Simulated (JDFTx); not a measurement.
Nb(100) slab cut from bulk Nb (space group Im-3m, indices of the conventional cell, lattice of the Materials Project entry mp-75, not re-optimised): 6 atoms in 6 planes, a 1x1 cell of 11.01 Å² (|a| = 3.318, |b| = 3.318 Å), 8.0 Å between the outermost planes, cell height 24.3 Å, 6×6×1 k mesh, Fermi smearing 0.01 Ha, no spin polarisation.

All numbers are PBE, GBRV ultrasoft potentials, plane waves to 20/100 Ha results from JDFTx (a modified build), not measurements. Liquid: CANDLE, water, 1 M NaCl; nuclei fixed. Potentials are counted from the potential of zero charge; σ repeats to about 1 %.

```csv
U − U_pzc (V),"σ (μC/cm², per face)"
0.16,withheld
0.31,12.04
0.51,19.46
0.71,26.15
```

Task: Fit σ = C₀x + bx² (x = U − U_pzc) to the other rows by least squares, predict the withheld value, and compare with the run.

Result: The fit gives C₀ (μF/cm²) = 40.8, b (μF/cm²/V) = -5.51, with a root-mean-square miss of 0.07 μC/cm² on its own rows. It predicts 6.4 μC/cm²; the run gives 6.0 μC/cm², a miss of 0.4 μC/cm².
